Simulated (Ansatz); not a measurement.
AlN:
```
CELL_PARAMETERS angstrom
      3.12976     0.00000     0.00000
     -1.56488     2.71045     0.00000
      0.00000     0.00000     5.01738
ATOMIC_POSITIONS crystal
  Al 0.66667 0.33333 0.49924
  Al 0.33333 0.66667 0.99924
  N  0.66667 0.33333 0.88076
  N  0.33333 0.66667 0.38076
```

Relaxed with plane-wave PAW PBE (Ansatz code). Indices refer to the conventional cell of P6_3mc, a = b = 3.1298 Å, c = 5.0174 Å, α = β = 90.00°, γ = 120.00°.

Task: Simulate the powder diffraction pattern (Co Kα, λ = 1.79026 Å; lines above 1 %) up to 2θ = 90°.

Result: Simulated powder pattern, Co Kα, λ = 1.79026 Å (kinematic, ideal powder, no thermal factors, no anomalous dispersion; the 30 strongest lines at most, above 1 %, up to 2θ = 90°):

```
2θ (°)  d (Å)  I/Imax (%)         hkl
------  -----  ----------  ----------
38.57   2.710         100  (1 0 -1 0)
41.81   2.509          62      (0002)
44.09   2.385          93  (1 0 -1 1)
58.18   1.841          33  (1 0 -1 2)
69.78   1.565          60  (1 1 -2 0)
77.94   1.423          55  (1 0 -1 3)
82.68   1.355         9.2  (2 0 -2 0)
84.78   1.328          45  (1 1 -2 2)
86.34   1.308          16  (2 0 -2 1)
```

The PBE relaxation kept the symmetry of its start.

Potentials: the earlier of the program's two PAW sets.
